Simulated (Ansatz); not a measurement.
CuI (zinc blende): values from a third-order Birch-Murnaghan fit to a volume scan beside measured ones. Computed values: PBEsol (plane waves to 420 eV, PAW, scalar-relativistic; Ansatz, a quantum-chemistry and plane-wave program). CuI is run without spin polarisation. CuI was relaxed with its symmetry unable to fall. Spin-orbit coupling is left out, though I is heavy.

| quantity | reference | kind | PBEsol | difference |
|---|---|---|---|---|
| Lattice constant a (Å) | 6.053 | measured, room temperature or unstated | 5.939 | -1.9 % |
| Bulk modulus B₀ (GPa) | 36.6 | measured, room temperature or unstated | 49.3 | +34.8 % |

 So large a difference may also come from another phase or state, or from a fault of the measured row.

References as given in: arXiv:2305.18931; Abhijith M. Gopakumar, M. K. Gupta, R. Mittal et al., Physical Chemistry Chemical Physics (2017), arXiv:1612.07068. Values not taken to low temperature hold thermal and zero-point shifts that a static calculation lacks, so small differences there are no errors of the method.

(Under strain, the slope of the energy per volume gives the stress and its curvature an elastic modulus.)
